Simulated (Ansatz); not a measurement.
Every step of a relaxation of Sc (hcp type)

DFT, PBEsol, PAW with Ansatz's default frozen-core files, scalar-relativistic (Ansatz 0.2.0); a Γ-centred 15×15×8 k mesh, Fermi–Dirac smearing of 0.1 eV, no spin polarisation. The run relaxes shape and atoms at held volume.

Command: `ansatz run input.yaml --threads 1 --pin off --max-ram 2048MiB --backend cpu --events-out ev --progress --plain --runs-dir out` It took 15 s on 1 thread of Arm Neoverse V1, on a shared host, peak memory 0.33 GiB.

PAW: frozen-core files, cutoff 420 eV; forces are relaxed below 0.005 eV/Å.

Each step lists its free energy a cell above the last geometry, the pressure, the cell vectors (Å), and Cartesian positions (Å) with forces (eV/Å).

The first step:

```
step 1  dF = 20.75 meV  P = 103.0 GPa
  cell 2.6002 0.0000 0.0000  -1.3001 2.2519 0.0000  0.0000 0.0000 4.0519
  Sc 0.0000 1.5012 1.0130   0.0000 0.0000 0.0000
  Sc 1.3001 0.7506 3.0389   0.0000 0.0000 0.0000
```

The PAW files were made under PBE. The structure type is held throughout; the real material can change phase at far lower pressure.

The symmetry of the start is kept and no stability test is made, so the end need not be the stable phase.

Problem. Where does the relaxation end, and by which steps?

Solution. After 4 geometries, with conventional a, b, c = 2.540, 2.540, 4.246 Å, at 11.863 Å³/atom and 101.4 GPa in space group P6_3/mmc, with a shortest distance of 2.540 Å. The further steps:
```
step 2  dF = 15.16 meV  P = 102.8 GPa
  cell 2.5906 0.0000 0.0000  -1.2953 2.2435 0.0000  0.0000 0.0000 4.0822
  Sc 0.0000 1.4957 1.0206   0.0000 0.0000 0.0000
  Sc 1.2953 0.7478 3.0617   0.0000 0.0000 0.0000
step 3  dF = 1.21 meV  P = 101.1 GPa
  cell 2.5295 0.0000 0.0000  -1.2647 2.1906 0.0000  0.0000 0.0000 4.2818
  Sc 0.0000 1.4604 1.0705   0.0000 0.0000 0.0000
  Sc 1.2647 0.7302 3.2114   0.0000 0.0000 0.0000
step 4  dF = 0.00 meV  P = 101.4 GPa
  cell 2.5400 0.0000 0.0000  -1.2700 2.1997 0.0000  0.0000 0.0000 4.2464
  Sc 0.0000 1.4665 1.0616   0.0000 0.0000 0.0000
  Sc 1.2700 0.7332 3.1848   0.0000 0.0000 0.0000
step 5  dF = 0.01 meV  P = 101.4 GPa  (same geometry on a basis chosen anew; earlier energies don't compare to the last digit)
  cell 2.5400 0.0000 0.0000  -1.2700 2.1997 0.0000  0.0000 0.0000 4.2464
  Sc 0.0000 1.4665 1.0616   0.0000 0.0000 0.0000
  Sc 1.2700 0.7332 3.1848   0.0000 0.0000 0.0000
```
